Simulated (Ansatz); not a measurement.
Consider the following.

La2O3:
Space group P-3m1 (No. 164); a = b = 3.883 Å, c = 5.951 Å, α = β = 90.00°, γ = 120.00°

```json
[
 {"atom": "La", "site": "2d", "symmetry": "3m.", "x": "0.3333", "y": "0.6667", "z": "0.2440"},
 {"atom": "O", "site": "1a", "symmetry": "-3m.", "x": "0.0000", "y": "0.0000", "z": "0.0000"},
 {"atom": "O", "site": "2d", "symmetry": "3m.", "x": "0.6667", "y": "0.3333", "z": "0.3534"}
]
```

This is the LDA-relaxed structure.

**Question.** All from DFT-LDA in the program Ansatz with PAW potentials, unless another level is named. Estimate the electronic dielectric constant ε∞ (DFPT).

**Answer.** 4.92 (xx = yy), 4.88 (zz).

**Question.** And the Born charges (a third of the trace)?

**Answer.** La +4.11, O -2.76 to -2.69 e.

**Question.** Predict the static dielectric constant ε0 (ions relaxed, cell fixed).

**Answer.** 24.0 (xx = yy), 25.0 (zz).

Symmetry was held in the LDA relaxation; phonons on a q-mesh show no instability. Scalar-relativistic: spin–orbit coupling is off unless named, which matters more the heavier the elements.

Potentials: the later of the program's two PAW sets.
